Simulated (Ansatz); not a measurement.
Computed with DFT PBE, scalar-relativistic, plane waves, PAW (Ansatz). All cells share a 420 eV cutoff and Γ-centred k meshes spaced at most about 0.3 Å⁻¹ (about 0.25 or finer for metals, 2π included). No spin polarisation in the final relaxations.

All energies are static (0 K, no zero-point motion).

Compare these two cells of SbC2, each relaxed at this level.

1.

```xyz
6
Lattice="4.0358 0.0000 0.0000 0.0000 4.0358 0.0000 0.0000 0.0000 6.6362" Properties=species:S:1:pos:R:3 pbc="T T T"
Sb    2.0179    2.0179    4.9772
Sb    2.0179    2.0179    1.6591
C     2.0179    0.0000    3.9882
C     0.0000    2.0179    5.9661
C     0.0000    2.0179    0.6701
C     2.0179    0.0000    2.6480
```

2.

```xyz
6
Lattice="3.4125 0.0000 0.0000 -1.7063 2.9554 0.0000 0.0000 0.0000 7.8063" Properties=species:S:1:pos:R:3 pbc="T T T"
Sb    0.0000    0.0000    3.9032
Sb    0.0000    0.0000    0.0000
C     1.7063    0.9851    2.6422
C     0.0000    1.9702    5.1641
C     0.0000    1.9702    6.5454
C     1.7063    0.9851    1.2609
```

Task: Which is lower in energy, and by how much?

Result: Cell 2 is lower, by 97 meV/atom. Cell 1 has space group P4_2/mmc (No. 131), 18.0 Å³/atom and no gap on its mesh; cell 2 has space group P6_3/mmc (No. 194), 13.1 Å³/atom and no gap. Counting C atoms around Sb (those within 1.25 times the shortest such distance or 1.15 times the sum of covalent radii), cell 1 has Sb 4 and cell 2 has Sb 6. Cell 1 and cell 2 both hold C–C pairs. The denser one is the lower, and pressure would at first widen the difference. Even the lower one lies +1.25 eV/atom against the reference forms of the elements (uncorrected), so neither is stable at this level. In cell 1, Sb is surrounded by 4 C at 2.25 Å; C has 1 C at 1.34 Å and 2 Sb at 2.25 Å. In cell 2, Sb has 6 C at 2.34 Å; C is surrounded by 1 C at 1.38 Å and 3 Sb at 2.34 Å. Both come from invented guesses.

Spin–orbit coupling, which can matter for Sb, is left out. Cells relaxed within their symmetry can be saddle points.
